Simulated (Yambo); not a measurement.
Yambo run on BaTiB$_{2}$O$_{6}$ (space group R-3, No. 148). The wavefunctions come from this Quantum ESPRESSO step (LDA, PseudoDojo standard norm-conserving files, scalar-relativistic):

```
&CONTROL
  calculation = 'nscf'
  pseudo_dir = './pseudo'
  outdir = './out'
/
&SYSTEM
  ibrav = 0
  nat = 10
  ntyp = 4
  ecutwfc = 84.0
  ecutrho = 336.0
  occupations = 'fixed'
  force_symmorphic = .true.
  nbnd = 191
/
&ELECTRONS
  conv_thr = 1e-08
  diago_full_acc = .true.
  diago_thr_init = 1e-08
/
ATOMIC_SPECIES
B 10.8100 B.upf
O 15.9990 O.upf
Ti 47.8670 Ti.upf
Ba 137.3270 Ba.upf
CELL_PARAMETERS angstrom
  2.537144990000   1.464821343000   5.606087000000
 -2.537144990000   1.464821343000   5.606087000000
  0.000000000000  -2.929642686000   5.606087000000
ATOMIC_POSITIONS crystal
B   0.232760000000   0.232760000000   0.232760000000
B   0.767240000000   0.767240000000   0.767240000000
O   0.340640000000   0.439830000000   0.927020000000
O   0.659360000000   0.560170000000   0.072980000000
O   0.927020000000   0.340640000000   0.439830000000
O   0.072980000000   0.659360000000   0.560170000000
O   0.439830000000   0.927020000000   0.340640000000
O   0.560170000000   0.072980000000   0.659360000000
Ti   0.500000000000   0.500000000000   0.500000000000
Ba   0.000000000000   0.000000000000   0.000000000000
K_POINTS automatic
2 2 2 0 0 0
```

Yambo input:

```
rim_cut
gw0
dyson
el_el_corr
HF_and_locXC
ppa
em1d
RandQpts= 1000000
RandGvec= 1 Ry
EXXRLvcs= 84 Ry
VXCRLvcs= 336 Ry
Chimod= "HARTREE"
% BndsRnXp
 2 | 190 |
%
NGsBlkXp= 7 Ry
% LongDrXp
 1.0 | 1.0 | 1.0 |
%
PPAPntXp= 27.2114 eV
% GbndRnge
 1 | 190 |
%
GTermKind= "BG"
DysSolver= "n"
ExtendOut
% QPkrange
 1 | 1 | 32 | 33 |
 2 | 2 | 32 | 33 |
 3 | 3 | 32 | 33 |
 4 | 4 | 32 | 33 |
%
```

k points by index: 1 = Γ, 2 = L, 3 = F, 4 = Z.

Resulting energies as the program prints them:

```
#    K-point    Band    Eo [eV]    E [eV]    E-Eo [eV]    Vxc [eV]    Vnlxc [eV]    Sc|Eo [eV]    Sc|E [eV]    dSc/dw|Eo [eV]    Re(Z)    Im(Z)
#
    1    32    -0.105360    -0.779555    -0.674194    -19.77828    -25.21538    4.573514    4.762906    -7.642498    0.780725    -0.001399
    1    33    2.423992    4.176573    1.752581    -19.65021    -11.32004    -6.070721    -6.577587    -7.868802    0.775687    -0.001793
    2    32    -0.572530    -1.291365    -0.718835    -19.35779    -24.84128    4.563337    4.764654    -7.617720    0.781274    -0.002639
    2    33    2.690767    4.458755    1.767988    -20.31424    -12.04358    -5.982213    -6.502672    -8.008796    0.772599    -0.002658
    3    32    -0.388134    -1.091686    -0.703552    -19.64548    -25.14004    4.593516    4.791016    -7.637023    0.780847    -0.001512
    3    33    2.706156    4.464031    1.757875    -20.29032    -12.06950    -5.945590    -6.462946    -8.007060    0.772638    -0.002400
    4    32    0.000000    -0.663788    -0.663788    -19.98646    -25.40742    4.570706    4.757175    -7.642506    0.780725    -0.001382
    4    33    2.445470    4.163655    1.718185    -19.44143    -11.31507    -5.915347    -6.408177    -7.804062    0.777121    -0.001790
```
(The two width columns are left out.) Convergence of these settings isn't established.

Geometry of the Materials Project entry, not relaxed at this level.
